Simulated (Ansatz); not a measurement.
WP (space group Pnma)

```yaml
crystal:
  lattice:
    - [5.66242, 0.00000, 0.00000]
    - [0.00000, 3.21033, 0.00000]
    - [0.00000, 0.00000, 6.18990]
  atoms:
    - { symbol: P, position: [0.31764, 0.75000, 0.56512] }
    - { symbol: P, position: [0.68236, 0.25000, 0.43488] }
    - { symbol: P, position: [0.18236, 0.25000, 0.06512] }
    - { symbol: P, position: [0.81764, 0.75000, 0.93488] }
    - { symbol: W, position: [0.98679, 0.75000, 0.31172] }
    - { symbol: W, position: [0.01321, 0.25000, 0.68828] }
    - { symbol: W, position: [0.51321, 0.25000, 0.81172] }
    - { symbol: W, position: [0.48679, 0.75000, 0.18828] }
```

The slice is a (001) plane (indices of the conventional cell) through the point (0.013, 0.250, 0.688) (fractional), spanned by u = [010] and v = [100] in vectors of this cell: u (3.21 Å) and v (5.66 Å, at 90° to u). It covers one period; positions are fractions (u, v).

Calculation: LDA (plane waves to 420 eV, PAW, scalar-relativistic; Ansatz, a first-principles code). k mesh 8×14×8. Inside the PAW spheres the values are not all-electron values, and peaks at nuclei hang on which shells count as valence. Spin-orbit coupling is left out, though W is heavy. WP is run without spin polarisation. WP was relaxed with its symmetry unable to fall.

### Question
Sketch the electron localisation function (ELF) on this plane as a map.

### Answer
```
|xxx%+..:-:..+%xx|
|xx%#- .:-:. -#%x|
|%%#=. .:::. .=#%|
|++-.  ..:..  .-+|
|................|
|::.....   .....:|
|---::.     .::--|
|----:.     .:---|
|::::..     ..:::|
|......     .....|
|................|
|--:.....:.....:-|
|++=:..:-=-:..:=+|
|**=:.:=+*+=:.:=*|
|*+=:.-*#%#*-.:=+|
|=-:.:+%@@@%+:.:-|
|...:=#@@@@@#=:..|
|..:=#@@@@@@@#=:.|
|.:-*%@@%%%@@%*-:|
|--+#%@@###@@%#+-|
|--=*%@%#*#%@%*=-|
|..-+#%%###%%#+-.|
|...:=*##*##*=:..|
|++-::-++*++-::-+|
|%%#+:.-===-.:+#%|
|xx%#-..---..-#%x|
|xxx%=..:-:..=%xx|
|xxx%+. :-: .+%xx|
```
Scale: ten equal steps from 0.12 (start of ' ') to 0.80 (end of '@'), in the order ' .:-=+*#%@'. Values: electron localisation function (ELF). The map has 16 points along u (one character each, u = 0 at the left) and 28 along v (v = 0 in the bottom row). Points within 0.5 Å of a nucleus are blanked (x), as the pseudised field means little there.
